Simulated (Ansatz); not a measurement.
TiSi (rock salt, Fm-3m) under volume change, PBE in the plane-wave PAW code Ansatz, scaled uniformly.

```tsv
V (Å³/atom)	E − E(relaxed) (meV/atom)	P (GPa)
15.030	55.5	12.92
15.525	23.4	7.95
16.021	(withheld)	(withheld)
16.516	0.0	0.00
17.012	5.0	-3.18
17.507	19.3	-5.94
18.003	(withheld)	(withheld)
```

**Question.** Fill in the missing entries.

**Answer.** 
- 18.003, E − E(relaxed) (meV/atom): 41.4
- 18.003, P (GPa): -8.33
- 16.021, E − E(relaxed) (meV/atom): 5.6
- 16.021, P (GPa): 3.68

**Question.** What does a third-order Birch–Murnaghan fit give for V₀, B₀ and B′?

**Answer.** V₀ = 16.52 Å³/atom, B₀ = 114 GPa, B′ = 3.9.

A made-up cell: these elements were put on the sites of a structure type; neither database checked (COD, Materials Project) lists it. COD files the formula under space group No. 25, so this cell is another polymorph or a model. Its standing as an ambient phase is unchecked. The cell was relaxed with PBE under the symmetry of its start; its stability against distortions is not shown here. No spin polarisation was allowed.

Potentials: the later of the program's two PAW sets.
